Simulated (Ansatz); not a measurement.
## Band structure of YS

```
CELL_PARAMETERS angstrom
0.00000 2.74365 2.74365
2.74365 0.00000 2.74365
2.74365 2.74365 0.00000
ATOMIC_POSITIONS crystal
Y 0.50000 0.50000 0.50000
S 0.00000 0.00000 0.00000
```

Atoms are numbered in the order listed.

Conventional cell: a = 5.487 Å, b = 5.487 Å, c = 5.487 Å, α = 90.00°, β = 90.00°, γ = 90.00°. Around Y (atom 1) lie 6 S at 2.74 Å. S (atom 2) is surrounded by 6 Y at 2.74 Å.

The cell comes from COD entry 1539528, which wasn't checked; take it as a given geometry.

Spin polarisation is left out, and whether a magnetic state lies lower isn't shown here.

These are results of DFT, LDA, all-electron LAPW, scalar-relativistic in Ansatz 0.2.0, not measurements.

Sampling and basis: a Γ-centred 8×8×8 k mesh, Fermi–Dirac smearing of 0.01 eV, basis error target 0.25 meV/atom, no spin polarisation.

Points in fractions of the reciprocal vectors of this cell: Γ (0, 0, 0), X (0.5, 0, 0.5), U (0.625, 0.25, 0.625), K (0.375, 0.375, 0.75), L (0.5, 0.5, 0.5), W (0.5, 0.25, 0.75). The path joins them by straight lines in the order Γ–X–U–K–Γ–L–W–X; legs that retrace an earlier one aren't tabulated. Energies are in eV from the Fermi level.

(1) List the levels at Γ between -8 and 0.5 eV.

(2) List the levels at X between -8 and 0.5 eV.

(3) List the levels at U between -8 and 0.5 eV.

(4) What is the band gap?

Results:

(1) -3.34 (×3), -0.20 (×3).

(2) -5.45, -4.04 (×2), -2.34.

(3) -5.54, -5.33, -4.66, -0.59.

(4) none: with an odd electron count and no spin polarisation the bands can't all be full, a metal in this set-up (spin order or a larger cell could open a gap).
